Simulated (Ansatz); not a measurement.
**CrOS (Janus 2H monolayer): the band gap by level of theory**

All numbers come from the plane-wave code Ansatz. (Calculated; spin-unpolarised; the phase may be known or hypothetical.)

The cell is CrOS as a Janus 2H monolayer; cell and atoms were relaxed with r2SCAN. In-plane lattice: a = 2.819 Å, b = 2.819 Å, γ = 120.0°; thickness between the outer nuclei 2.60 Å. Cr is surrounded by 3 O at 1.94 Å and 3 S at 2.24 Å; O is surrounded by 3 Cr at 1.94 Å; S is surrounded by 3 Cr at 2.24 Å.

Gaps on the r2SCAN cell, each the least over its mesh and the special points:
```csv
level,k mesh,gap (eV),kind,edges,least direct gap (eV),rough cost
LDA,12×12×1,0.17,indirect,Γ → K,1.29,4 core-seconds
PBE,12×12×1,0.18,indirect,Γ → K,1.28,4 core-seconds
r2SCAN,12×12×1,0.19,indirect,Γ → K,1.29,10 core-seconds
HSE06,9×9×1,0.64,indirect,Γ → K,1.69,3 core-minutes
PBE0,9×9×1,1.34,indirect,Γ → K,2.38,3 core-minutes
r2SCAN0,9×9×1,1.35,indirect,Γ → K,2.33,5 core-minutes
Hartree-Fock,9×9×1,7.49,indirect,Γ → K,9.18,4 core-minutes
```
PBE: smearing of 0.02 eV; the others have fixed occupations.
Wave cutoffs: 420 eV, 500 eV (r2SCAN, r2SCAN0).
Costs come from shared machines and give only the order; PBE's includes the band path. The runs had 4 threads of AMD EPYC 9R45 96-Core Processor (Zen 5), on a shared host.

The HSE06 gap is indirect, 0.64 eV (Γ to K), below the direct gap of 1.69 eV at K.

r2SCAN covers 3 % of the step from PBE to HSE06, while HSE06 needs about 19 times r2SCAN's rough cost (on a coarser mesh). Among these functionals the gap stays indirect.

For some runs the program warns that the potential is rough where the density is thin, which bears on empty states near the vacuum.
